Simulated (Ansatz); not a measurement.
## Pd: the functional and the phonons

Pd in the fcc lattice, relaxed with PBE.

```yaml
# lattice in Å, fractional positions
crystal:
  lattice:
    - [0.00000, 1.97452, 1.97452]
    - [1.97452, 0.00000, 1.97452]
    - [1.97452, 1.97452, 0.00000]
  atoms:
    - { symbol: Pd, position: [0.00000, 0.00000, 0.00000] }
```

Settings of the Ansatz calculation: PBE; Ansatz hand-made PAW at 600 eV; k mesh 8×8×8; Fermi–Dirac smearing of 0.1 eV; no spin. Harmonic phonons by finite displacements in cells commensurate with each q, in cm⁻¹; i marks an unstable mode.

Caveats: coarse k mesh.

At 15.40 Å³ an atom it gives lowest mode at X = [0.5, 0, 0.5] (cm⁻¹) 139; top mode at X = [0.5, 0, 0.5] (cm⁻¹) 203.

Task: Repeat with LDA in a typed cell of 15.29 Å³ an atom, on the same kind of potentials and mesh. What changes?

Result: 
| functional | cutoff (eV) | volume (Å³/atom) | lowest mode at X = [0.5, 0, 0.5] (cm⁻¹) | top mode at X = [0.5, 0, 0.5] (cm⁻¹) |
| --- | --- | --- | --- | --- |
| LDA in a typed cell of 15.29 Å³ an atom | 735 | 15.29 | 130 | 187 |
